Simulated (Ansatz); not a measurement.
# Contact densities of Sn against volume

```xyz
1
Lattice="-1.5908 1.5908 2.9156 1.5908 -1.5908 2.9156 1.5908 1.5908 -2.9156" Properties=species:S:1:pos:R:3 pbc="T T T"
Sn    0.0000    0.0000    0.0000
```

The geometry is COD entry 1540069, unchecked; take it as a test cell.

No spin–orbit coupling, which matters for the heavy atoms here.

All numbers below come from DFT, PBEsol, all-electron PAW with datasets made for the crystal, scalar-relativistic in Ansatz 0.2.0.

Sampling and basis: a Γ-centred 18×18×18 k mesh, Fermi–Dirac smearing of 0.03 eV, cutoff 240 eV (chosen by the program for this cell), no spin polarisation.

The contact density is the mean electron density over the nuclear volume; its changes set Mössbauer isomer shifts. Changes below are taken from the unscaled cell, where it is 1.23455e+06 e/Å³ at Sn.

```
V/V(cell)  P (GPa)  Δρ(0) Sn (e/Å³)
   0.9400     -1.7            -3.47
   0.9405     -1.7            -3.45
   0.9600     -2.6                ?
   0.9800     -3.4            -1.21
   0.9900     -3.8                ?
   1.0000     -4.1             0.00
   1.0100     -4.4             0.60
   1.0200     -4.7                ?
   1.0400     -5.3             2.25
   1.0600     -5.8             3.25
```

Task: What belongs in the row "1.0200", column "Δρ(0) Sn (e/Å³)"?

Result: 1.18.

Task: Fill in "Δρ(0) Sn (e/Å³)" for the row "0.9600".

Result: -2.35.

Task: What belongs in the row "0.9900", column "Δρ(0) Sn (e/Å³)"?

Result: -0.61.

The datasets are made afresh for each cell, so very small changes are uncertain.
